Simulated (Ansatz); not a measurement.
Values for one crystal, relaxed and computed with plane-wave PAW r²SCAN (Ansatz code); other levels are named.

```yaml
volume_per_atom: 12.13 Å³
electronic_character: metallic (no gap)
Density of states at the Fermi level: 0.63 states/eV per atom (mean over ±0.08 eV)
Formation energy from the elements (no fitted shifts): -0.53 eV/atom
```

Question: Which of these materials gives this?
A. Mg6Si7Ni16, Fm-3m (Pearson symbol cF116)
B. Y12Al7Si, I4/mcm (Pearson symbol tI80)
C. LaCoSi3, I4mm (La on 2a, Co on 2a, Si on 2a, Si on 4b)
D. Hf3Si2, P4/mbm (Hf on 4h, Hf on 2a, Si on 4g)

Answer: A, Mg6Si7Ni16, Fm-3m (Pearson symbol cF116)

The workflow started from a Materials Project entry (that database holds measured and hypothetical structures alike); the Crystallography Open Database copy checked does not list it. Its standing as an ambient phase is unchecked. The r²SCAN relaxation kept the symmetry of its start; its stability against distortions is not shown here. The run is not spin-polarised. The references are the lowest solids computed at this level, not always the standard phases.

Potentials: the later of the program's two PAW sets.
